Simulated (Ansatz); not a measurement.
# 71Ga nuclear quadrupole resonance in KMg3GaSi3H2O12

Cell: a computed structure from the Materials Project (it need not be an observed phase).

```xyz
22
Lattice="5.3600 0.0000 0.0000 2.6753 4.6525 0.0000 0.8762 1.5658 10.4325" Properties=species:S:1:pos:R:3 pbc="T T T"
K     0.8785    1.5652   10.2312
Mg    4.4444    1.5478    5.2625
Mg    4.4544    4.6480    5.2573
Mg    7.1421    3.1296    5.2605
Ga    3.5588    3.1065    8.0158
Si    6.2321    4.6613    8.0828
Si    5.3653    3.1090    2.4436
Si    2.6777    1.5430    2.4449
H     0.8927    1.5807    7.1797
H     7.9969    4.6797    3.1743
O     0.8890    1.5628    6.2072
O     8.0045    4.6783    4.1427
O     7.2259    3.4900    8.6736
O     1.4102    2.4424    1.8363
O     3.5680    3.0989    6.1905
O     6.2315    4.6597    6.4109
O     5.3796    3.1309    4.0575
O     2.6683    1.5228    4.0583
O     4.7250    4.3853    8.6849
O     4.0715    1.4523    8.6825
O     4.0878    2.2118    1.8556
O     5.2223    4.6522    1.8210
```

Atom numbers follow the list; atoms alike are taken as one site, whose name carries the number of the first.

All values are calculated (Ansatz; DFT, PBE, plane waves and PAW, scalar-relativistic, 420 eV cutoff, Γ-centred 5×5×3 k-points, Fermi–Dirac smearing 0.02 eV), not measured.

71Ga: I = 3/2, Q = 107.0 mb (year-2017 value). Static lattice, zero field.

(1) At which frequencies do the 71Ga NQR lines lie?

(2) And for ⁶⁹Ga (I = 3/2, Q = 171.0 mb) on Ga?

Results:

(1) For I = 3/2 there is one line, ν = (|C_Q|/2)(1 + η²/3)^½.

```tsv
site	atoms	V_zz (10²¹ V/m²)	C_Q (MHz)	η	line frequencies (MHz)
Ga	5	-2.52	-6.52	0.07	3.26
```

(2) C_Q scales with Q to -10.4 MHz, with lines at 5.22 MHz.

The largest force is 0.3 eV/Å, so the atoms aren't at the calculated equilibrium and relaxing them would move these values.
